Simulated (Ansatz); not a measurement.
MgTe:
Space group P6₃mc (No. 186); a = b = 4.561 Å, c = 7.411 Å, α = β = 90.00°, γ = 120.00°

| atom | site | symmetry | x | y | z |
|---|---|---|---|---|---|
| Mg | 2b | 3m. | 0.6667 | 0.3333 | 0.0010 |
| Te | 2b | 3m. | 0.3333 | 0.6667 | 0.1242 |

Relaxed with PBEsol. The program Ansatz at the PBEsol level (PAW) gives a gap of 2.39 eV.

Question: What gap does HSE06 give on the same cell (Ansatz, PAW)?

Answer: 3.37 eV, 0.98 eV more. The hybrid was solved on a coarser mesh and at special points; its gap is the smallest among all of these.

```csv
k,v1 PBEsol,c1 PBEsol,v1 HSE06,c1 HSE06
Γ,0.00,2.39,0.00,3.37
A,-0.28,3.41,[?],[?]
K,-1.40,3.42,[?],[?]
H,-0.63,3.84,-0.69,4.75
M,-0.46,3.08,[?],[?]
L,-0.90,3.15,[?],[?]
```

Question: Top valence (v1) and lowest conduction level (c1) in eV from each method's valence maximum (which need not be a listed point): supply the withheld HSE06 values.

Answer: 
- A, v1 HSE06: -0.30
- A, c1 HSE06: 4.35
- K, v1 HSE06: -1.50
- K, c1 HSE06: 4.27
- L, v1 HSE06: -0.97
- L, c1 HSE06: 4.02
- M, v1 HSE06: -0.50
- M, c1 HSE06: 3.92

Cost on shared cores: the PBEsol run (SCF on a 7×7×4 mesh, then bands and DOS) about 50 core-seconds (a rough figure), the HSE06 run (SCF on 5×5×3, then a few points) very roughly 3 core-minutes; the tasks are unlike.

Space group P6_3mc (wurtzite). The PBEsol relaxation kept the symmetry of its start. Scalar-relativistic: spin–orbit coupling is off unless named, which matters more the heavier the elements.

Potentials: the later of the program's two PAW sets.
